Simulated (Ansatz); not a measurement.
## TiAl₃Ni₂: zone-centre modes

Computed with Ansatz, DFT PBE, scalar-relativistic, plane waves, PAW. Settings: 420 eV plane-wave cutoff, Γ-centred 14×14×4 mesh, Fermi-Dirac smearing of 0.15 eV. No spin polarisation. Phonons by linear response, acoustic sum rule imposed.

Relaxed structure:
```xyz
6
Lattice="2.8721 0.0000 0.0000 0.0000 2.8721 0.0000 0.0000 0.0000 9.8103" Properties=species:S:1:pos:R:3 pbc="T T T"
Ti    0.0000    0.0000    0.0000
Al    1.4361    1.4361    7.8297
Al    1.4361    1.4361    1.9806
Al    1.4361    1.4361    4.9051
Ni    0.0000    0.0000    6.3630
Ni    0.0000    0.0000    3.4473
```

The structure comes from a generated guess, relaxed at this level; another structure or a mixture of phases may lie lower. In a metal, frequencies depend on the k mesh and the smearing, soft modes most.

Question: Is this structure stable against zone-centre distortions?

Answer: Yes, at Γ: no optical mode is imaginary. Strains and other wave vectors aren't tested by this run.

Question: List the optical modes at Γ (i marks imaginary ones).

Answer:
| frequency (cm⁻¹) | degeneracy |
| --- | --- |
| 137 | 2 |
| 150 | 2 |
| 160 | 1 |
| 163 | 1 |
| 252 | 2 |
| 265 | 2 |
| 285 | 2 |
| 297 | 1 |
| 305 | 1 |
| 335 | 1 |
